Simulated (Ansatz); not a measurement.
Values for one crystal, relaxed and computed with DFT-PBEsol in the program Ansatz with PAW potentials; other levels are named.

| Property | Result |
|---|---|
| Volume per atom | 27.85 Å³ |
| Electronic character | metallic (no gap) |
| Elastic constants (relaxed ions, GPa) | C11 = 49.9, C12 = 30.4, C44 = 32.4 |
| Density of states at the Fermi level | 0.48 states/eV per atom (mean over ±0.08 eV) |
| Hill bulk and shear moduli | 36.9 and 20.1 GPa |
| Mechanical stability | stable (all eigenvalues of C positive) |
| Pressure derivative B′ | 4.7 |

Q: Which of these materials gives this?
(A) MnIr, P4/mmm (Mn on 1b, Ir on 1c)
(B) FeCo, CsCl type
(C) CaTl, CsCl type
(D) MnZn, CsCl type

A: C, CaTl, CsCl type

Space group Pm-3m (CsCl type). The workflow started from an entry of the Crystallography Open Database (COD). Whether it is the stable phase at ambient conditions was not checked. The cell was relaxed with PBEsol under the symmetry of its start; its stability against distortions is not shown here. As this level gives no gap, shear constants depend on the k-mesh and smearing (Fermi–Dirac, 0.1 eV here). Spin–orbit coupling is left out wherever it is not named.

Potentials: the later of the program's two PAW sets.
